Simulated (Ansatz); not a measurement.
SrCd2Sb2 in space group P-3m1 (No. 164; Sr on 1a, Cd on 2d, Sb on 2d), DFT-r²SCAN in the program Ansatz with PAW potentials. The conduction-band minimum lies on the Γ–A line, 32 % of the way from Γ, with 2 equivalent valleys. Second derivatives d²E/dk² of the lowest band at one valley (eV·Å²), along Cartesian directions:

```tsv
direction	d²E/dk²
[100]	101.2
[010]	101.2
[001]	6.581
[110]	101.2
[101]	53.98
[011]	53.97
```

Find the principal effective masses, the density-of-states mass and the conductivity mass.

Off-diagonal terms follow from H_xy = H[110] − (H_xx + H_yy)/2, and m*/mₑ = 7.620 eV·Å² over each eigenvalue: 0.075, 0.075, 1.2. One valley's DOS mass (m₁m₂m₃)^(1/3) = 0.19, conductivity mass 3/(Σ 1/mᵢ) = 0.11 mₑ.

What effective density of states Nc follows at 300 K for parabolic valleys?

Nc = 2.509e19 × 2 × (0.19)^(3/2) ≈ 4.2e18 cm⁻³.

The workflow started from an entry of the Crystallography Open Database (COD). Whether it is the stable phase at ambient conditions was not checked. Symmetry was held in the r²SCAN relaxation; its stability against distortions is not shown here. Scalar-relativistic: spin–orbit coupling is off unless named, which matters more the heavier the elements.

Potentials: the later of the program's two PAW sets.

Edges and masses are those of Kohn–Sham bands, whose gap is no quasiparticle gap.
